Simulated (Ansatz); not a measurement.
# Li: computed DOS

```cif
data_structure
_symmetry_space_group_name_H-M 'Im-3m'
_symmetry_Int_Tables_number 229
_cell_length_a 3.5000
_cell_length_b 3.5000
_cell_length_c 3.5000
_cell_angle_alpha 90.000
_cell_angle_beta 90.000
_cell_angle_gamma 90.000
_cell_volume 42.88
loop_
_atom_site_label
_atom_site_type_symbol
_atom_site_symmetry_multiplicity
_atom_site_Wyckoff_symbol
_atom_site_fract_x
_atom_site_fract_y
_atom_site_fract_z
_atom_site_occupancy
Li1 Li 2 a 0.00000 0.00000 0.00000 1
```

The runs use the primitive cell with vectors (-1.750, 1.750, 1.750), (1.750, -1.750, 1.750), (1.750, 1.750, -1.750) Å, to which the k mesh refers.

The cell is a measured one (Crystallography Open Database entry 9011628); the temperature and pressure of the measurement aren't taken into account, and nothing was relaxed.

Method: DFT, PBEsol, all-electron LAPW, scalar-relativistic in Ansatz 0.2.0.

Sampling and basis: a Γ-centred 15×15×15 k mesh, Fermi–Dirac smearing of 0.08 eV, basis error target 0.25 meV/atom, no spin polarisation.

States per eV and cell, averaged over 0.4 eV, from -3.4 to 4.0 eV, with energies (bin centres) from the Fermi level; empty bins are left out. 

```json
{"E (eV)": "-3.3", "total": "0.09"}
{"E (eV)": "-2.9", "total": "0.17"}
{"E (eV)": "-2.5", "total": "0.22"}
{"E (eV)": "-2.1", "total": "0.26"}
{"E (eV)": "-1.7", "total": "0.30"}
{"E (eV)": "-1.3", "total": "0.33"}
{"E (eV)": "-0.9", "total": "0.37"}
{"E (eV)": "-0.5", "total": "0.41"}
{"E (eV)": "-0.1", "total": "0.48"}
{"E (eV)": "0.3", "total": "0.59"}
{"E (eV)": "0.7", "total": "0.51"}
{"E (eV)": "1.1", "total": "0.42"}
{"E (eV)": "1.5", "total": "0.32"}
{"E (eV)": "1.9", "total": "0.23"}
{"E (eV)": "2.3", "total": "0.11"}
{"E (eV)": "2.7", "total": "0.12"}
{"E (eV)": "3.1", "total": "0.52"}
{"E (eV)": "3.5", "total": "0.71"}
{"E (eV)": "3.9", "total": "0.55"}
```
